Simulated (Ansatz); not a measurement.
HfBN:
Space group P6₃/mmc (No. 194); a = b = 3.1633 Å, c = 6.8626 Å, α = β = 90.00°, γ = 120.00°

```tsv
atom	site	symmetry	x	y	z
Hf	2a	-3m.	0.0000	0.0000	0.0000
B	2c	-6m2	0.3333	0.6667	0.2500
N	2d	-6m2	0.6667	0.3333	0.2500
```

Relaxed with r²SCAN.

Question: Which orbitals make up the states near the Fermi level in plane-wave PAW r²SCAN (Ansatz code)?

Answer: Within 0.5 eV of the Fermi level: Hf 5d 40 %, N 2p 22 %, B 2p 16 %, B 2s 9 %, N 2s 8 %. Projections are on Löwdin-orthogonalised atomic valence shells; empty p or d shells of many metals are not among them.

Question: Tabulate the density of states.

Answer: States/eV per cell of 6 atoms, in 0.25 eV bins, energy from the Fermi level.

| E (eV) | total | Hf 5d | N 2p | B 2p |
|---|---|---|---|---|
| -7.85 | 2.68 | 0.34 | 1.42 | 0.68 |
| -7.60 | 2.03 | 0.23 | 1.12 | 0.50 |
| -7.35 | 2.26 | 0.24 | 1.29 | 0.55 |
| -7.10 | 2.55 | 0.31 | 1.50 | 0.56 |
| -6.85 | 2.94 | 0.45 | 1.78 | 0.53 |
| -6.60 | 3.59 | 0.56 | 2.25 | 0.58 |
| -6.35 | 5.26 | 0.97 | 3.40 | 0.67 |
| -6.10 | 2.93 | 0.47 | 2.00 | 0.34 |
| -5.85 | 0.90 | 0.08 | 0.64 | 0.14 |
| -5.60 | 0.06 | 0.00 | 0.04 | 0.01 |
| -5.35 | 0.00 | 0.00 | 0.00 | 0.00 |
| -5.10 | 0.12 | 0.06 | 0.01 | 0.04 |
| -4.85 | 0.32 | 0.16 | 0.03 | 0.12 |
| -4.60 | 0.57 | 0.29 | 0.05 | 0.22 |
| -4.35 | 0.93 | 0.48 | 0.07 | 0.35 |
| -4.10 | 1.88 | 1.04 | 0.12 | 0.65 |
| -3.85 | 2.02 | 1.14 | 0.14 | 0.65 |
| -3.60 | 1.76 | 1.02 | 0.15 | 0.49 |
| -3.35 | 1.66 | 0.98 | 0.17 | 0.41 |
| -3.10 | 1.67 | 1.02 | 0.18 | 0.33 |
| -2.85 | 1.40 | 0.85 | 0.17 | 0.25 |
| -2.60 | 1.13 | 0.69 | 0.15 | 0.19 |
| -2.35 | 0.91 | 0.55 | 0.13 | 0.13 |
| -2.10 | 0.84 | 0.43 | 0.11 | 0.10 |
| -1.85 | 0.99 | 0.39 | 0.12 | 0.12 |
| -1.60 | 1.38 | 0.53 | 0.23 | 0.18 |
| -1.35 | 2.15 | 0.80 | 0.36 | 0.37 |
| -1.10 | 2.72 | 0.87 | 0.43 | 0.69 |
| -0.85 | 2.70 | 0.97 | 0.47 | 0.57 |
| -0.60 | 2.56 | 0.91 | 0.51 | 0.53 |
| -0.35 | 2.29 | 0.84 | 0.48 | 0.43 |
| -0.10 | 2.14 | 0.85 | 0.47 | 0.34 |
| 0.15 | 1.98 | 0.84 | 0.45 | 0.28 |
| 0.40 | 1.95 | 0.85 | 0.45 | 0.25 |
| 0.65 | 1.36 | 0.66 | 0.22 | 0.21 |
| 0.90 | 1.24 | 0.63 | 0.13 | 0.22 |
| 1.15 | 1.35 | 0.70 | 0.13 | 0.24 |
| 1.40 | 1.66 | 0.87 | 0.15 | 0.26 |
| 1.65 | 2.20 | 1.18 | 0.17 | 0.31 |
| 1.90 | 2.64 | 1.49 | 0.20 | 0.38 |
| 2.15 | 2.81 | 1.67 | 0.23 | 0.40 |
| 2.40 | 3.34 | 2.08 | 0.25 | 0.50 |
| 2.65 | 4.02 | 2.74 | 0.33 | 0.53 |
| 2.90 | 4.27 | 2.99 | 0.46 | 0.48 |
| 3.15 | 4.32 | 2.98 | 0.60 | 0.47 |
| 3.40 | 4.71 | 3.16 | 0.78 | 0.47 |

Space group P6_3/mmc. The start of the workflow was typed in or built on a structure type; neither database checked (COD, Materials Project) lists it. Whether it is the stable phase at ambient conditions was not checked. The cell was relaxed with r²SCAN under the symmetry of its start; whether a distortion lowers the energy is not shown. No spin polarisation was allowed. The volume moved by 21 % from the start of the relaxation. Its formation energy is positive at this level, so the cell may be metastable or incomplete. Spin–orbit coupling is left out wherever it is not named.

Potentials: the earlier of the program's two PAW sets.
